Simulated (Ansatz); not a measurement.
BeS (CsCl type, Pm-3m) under volume change, plane-wave PAW PBE (Ansatz code), scaled uniformly.

| V (Å³/atom) | E − E(relaxed) (meV/atom) | P (GPa) |
|---|---|---|
| 11.393 | 31.9 | 9.53 |
| 11.769 | 13.8 | 6.06 |
| 12.144 | 3.3 | 2.90 |
| 12.520 | 0.0 | 0.00 |
| 12.895 | 2.8 | -2.34 |
| 13.271 | 10.7 | -4.35 |
| 13.647 | 23.0 | -6.09 |

Question: What does a third-order Birch–Murnaghan fit give for V₀, B₀ and B′?

Answer: V₀ = 12.53 Å³/atom, B₀ = 84.4 GPa, B′ = 3.7.

A made-up cell: these elements were put on the sites of a structure type; neither database checked (COD, Materials Project) lists it. COD files the formula under space group No. 216, so this cell is another polymorph or a model. Its standing as an ambient phase is unchecked. The PBE relaxation kept the symmetry of its start. At this level the phase is dynamically unstable (imaginary phonons).

Potentials: the later of the program's two PAW sets.
